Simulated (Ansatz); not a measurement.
SrPdF4:
```xyz
12
Lattice="-2.9114 2.9114 5.2857 2.9114 -2.9114 5.2857 2.9114 2.9114 -5.2857" Properties=species:S:1:pos:R:3 pbc="T T T"
Sr     0.0000     0.0000     2.6429
Sr     0.0000     0.0000     7.9286
Pd     0.0000     2.9114     0.0000
Pd     2.9114     0.0000     0.0000
F      1.9271    -0.9843     6.6858
F      0.9843     3.8958    -1.4001
F      0.9843     1.9271     6.6858
F      1.9271     0.9843    -1.4001
F      0.9843     3.8958     1.4001
F      1.9271    -0.9843     3.8856
F      1.9271     0.9843     1.4001
F      0.9843     1.9271     3.8856
```

Relaxed with PBEsol. Independent-particle spectrum: no excitons, no local fields, no scissors shift; 0.1 eV broadening; ε₁ of the summed bands alone.

**Question.** Tabulate the dielectric function from DFT-PBEsol in the program Ansatz with PAW potentials.

**Answer.** 

```tsv
E (eV)	ε₁ xx	ε₂ xx	ε₁ zz	ε₂ zz
0.0	2.83	0.00	3.07	0.00
0.5	2.84	0.00	3.08	0.00
1.0	2.88	0.00	3.14	0.00
1.5	3.01	0.03	3.37	0.10
2.0	3.09	0.44	3.19	0.32
2.5	2.81	0.02	2.99	0.06
3.0	3.01	0.00	3.29	0.00
3.5	3.20	0.00	3.54	0.00
4.0	3.49	0.01	3.93	0.00
4.5	4.08	0.16	4.80	0.08
5.0	4.99	0.72	5.93	1.63
5.5	5.28	1.70	5.89	2.46
6.0	0.81	3.91	5.17	6.82
6.5	1.52	2.28	-1.55	3.62
7.0	1.16	0.84	-0.36	0.60
7.5	2.12	0.76	1.29	0.64
8.0	2.11	1.18	2.13	1.02
8.5	2.04	1.37	1.62	1.41
9.0	2.10	1.10	1.59	1.14
9.5	2.51	1.36	2.11	0.97
10.0	2.07	1.69	1.63	2.29
10.5	2.22	1.22	1.31	1.22
11.0	2.67	2.44	1.32	1.67
11.5	1.60	2.60	0.76	1.36
12.0	1.75	2.11	1.53	0.96
```

With all bands, ε∞ without local fields is 3.06 (xx = yy), 3.29 (zz). DFPT, with local fields, gives 2.77 (xx = yy), 2.96 (zz).

Space group I4/mcm. The first step of the workflow began from a Materials Project structure, measured or hypothetical; the Crystallography Open Database copy checked does not list it. Its standing as an ambient phase is unchecked. Symmetry was held in the PBEsol relaxation; its stability against distortions is not shown here. The run is not spin-polarised. Scalar-relativistic: spin–orbit coupling is off unless named, which matters more the heavier the elements.

Potentials: the later of the program's two PAW sets.
